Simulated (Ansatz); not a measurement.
The elements of this relaxed trial crystal are hidden behind letters.

```
lattice vectors (Å)
   3.9487    0.0000    0.0000
  -1.9744    3.4197    0.0000
   0.0000    0.0000   13.0380
fractional positions
X 0.3333 0.6667 0.0012
Z 0.3333 0.6667 0.5009
Z 0.6667 0.3333 0.2426
Z 0.6667 0.3333 0.7597
Q 0.3333 0.6667 0.1734
Q 0.3333 0.6667 0.6904
Q 0.6667 0.3333 0.4319
Q 0.6667 0.3333 0.9499
```

Computed with DFT PBE, scalar-relativistic, plane waves, PAW (Ansatz 0.2.0). Plane waves to 420 eV, a 12×12×2 mesh through Γ for the 8-atom cell and 0.02 eV Gaussian smearing; no spin polarisation.

```
Space group                                : P3m1 (No. 156)
Conventional cell                          : a = 3.949 Å, c = 13.038 Å
Volume per atom                            : 22.01 Å³
Density                                    : 4.91 g/cm³
Energy over the elements                   : −0.694 eV/atom
Gap on the 12×12×2 mesh of the 8-atom cell : 1.59 eV
```

Energies are uncorrected and count from the elements' standard states at the same level.

Q: X is an s-block element of period 2, Z is a d-block element of period 4 and Q is a p-block element of period 4. Which elements are they?

A: X = Be, Z = Zn, Q = Se, so the formula is BeZn3Se4. Density times volume gives a mean mass of 4.91 × 22.01/1.6605 = 65.1 u per atom, and this set has 65.1 u. Among the elements that the hints allow, noble gases aside, only these give it. Around Be lie 4 Se at 2.24–2.38 Å; around Zn on its first site lie 4 Se at 2.45–2.47 Å; Se on its first site is surrounded by 1 Be at 2.24 Å and 3 Zn at 2.45 Å; 5 more sites not described.

Kohn–Sham gaps at this level usually fall short of measured ones. A later test with randomly moved atoms came back to the same energy, though modes that don't fit the test's cell weren't probed.
